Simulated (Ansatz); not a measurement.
Screening note. Relaxing one composition in several structure types shows which are competitive, which pressure would favour, and how volume and gap change with structure.

The reference row is HfO2, P2₁/c mP12. The reference is the lowest phase computed, which need not be the stable form in nature.

Methods, by column (Ansatz, a plane-wave PAW program): energy: LDA, total energy at 0 K with the change to a 700 eV cutoff added (comparable within one formula alone); volume per atom: LDA, relaxed cell; gap: LDA.

Runs started from generated or typed cells of the structure named: HfO2, fluorite. No claim is made that these are known or stable phases: HfO2, Pnma oP12. Known as high-temperature phases, here as static cells: HfO2, fluorite. Dynamically unstable, with imaginary phonons beyond 50i cm⁻¹ at the level named: HfO2, fluorite (r²SCAN+D4). Spin–orbit coupling is left out unless named; in separate runs it moves the gap by HfO2, Pca2₁ oP12 −0.05 eV (r²SCAN); it moves the gap of HfO2, P2₁/c mP12, HfO2, fluorite by under 0.05 eV; no shift is given for HfO2, Pnma oP12.

Definitions used: ΔE = E − E_ref; ΔV = V − V_ref; temperature scale ΔE/k_B = 11.605 K/meV × ΔE.

| crystal | E (eV/atom) | V (Å³/atom) | gap (eV) | ΔE (meV/atom) | ΔV (Å³/atom) | ΔE/k_B (K) |
|---|---|---|---|---|---|---|
| HfO2, P2₁/c mP12, reference | −5531.063 | 11.12 | 3.94 | 0.0 | 0.00 | 0 |
| HfO2, Pnma oP12 | −5530.996 | 9.52 | 3.24 | 36.9 | −1.60 | 430 |
| HfO2, Pca2₁ oP12 | −5531.047 | 10.73 | 4.33 | 16.0 | −0.39 | 190 |
| HfO2, fluorite | −5531.003 | 10.42 | 3.66 | 60.0 | −0.70 | 700 |

Task: A slip was made in one value of «ΔE (meV/atom)» and carried on. Locate it and redo the row.

Result: The row of HfO2, Pnma oP12 shows 36.9. From its own inputs, ΔE = 1000 × (−5530.996 − (−5531.063)) = 67.0 meV/atom. Carried on: ΔE/k_B: 11.605 × 67.0 = 780 K. The other rows agree with the rules.

With the correction: In order of ΔE, lowest first: HfO2, P2₁/c mP12 (0.0 ± 5.0), HfO2, Pca2₁ oP12 (16.0 ± 5.0), HfO2, fluorite (60.0 ± 5.0) ≈ HfO2, Pnma oP12 (67.0 ± 5.0). The ± follows from allowances picked for this note (energy 0.004 eV/atom, 3 meV/atom on the figure itself), carried to first order and added in quadrature, each row's own inputs moving alone; ≈ joins neighbours closer than their two ± added in quadrature. At the edge of that rule, so that a last digit could turn the call: HfO2, Pnma oP12 and HfO2, fluorite.

Vibrational free energy is left out, and phases that were not computed could lie lower. Rows are a sample of the computed phases of this formula. Limits of the draw: a spread of over 30 meV/atom, none over 0.9 eV/atom above the reference, within 8 meV/atom of the lowest or within 3 meV/atom of a neighbour. As a rule kept out of such tables: 4f compounds, open-shell compounds run without a Hubbard term, cells close to a higher symmetry, and runs set to a pressure or over 12 % in volume from the crystal's fullest run.
